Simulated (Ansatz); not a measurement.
Data:

TiN (rock salt)

```
TiN
1.0
    0.00000     2.12346     2.12346
    2.12346     0.00000     2.12346
    2.12346     2.12346     0.00000
N Ti
1 1
Direct
  0.00000   0.00000   0.00000
  0.50000   0.50000   0.50000
```

The volume is varied about the relaxed value V₀ at fixed cell shape. Symmetry pins the atoms to their sites.

Method: PBE (plane waves to 420 eV, PAW, scalar-relativistic; Ansatz, a quantum-chemistry and plane-wave program). k mesh 19×19×19 (Γ-centred), Fermi-Dirac smearing 0.05 eV. Energies are smeared free energies. Stress and pressure are positive under compression. TiN is run without spin polarisation. TiN was relaxed with its symmetry unable to fall. ΔE is measured from the relaxed starting cell.

The scan covers V/V₀ from 0.840 to 1.160 in 13 points.

**Question.** What is ΔE at V/V₀ = 1.160?

**Answer.** 163 meV/atom.

**Question.** What pressure does the cell carry at V/V₀ = 0.840?

**Answer.** 69.8 GPa.

**Question.** What is ΔE at V/V₀ = 0.840?

**Answer.** 287 meV/atom.

(A scan under strain: stresses follow from slopes of the energy per volume, elastic moduli from its curvatures.)
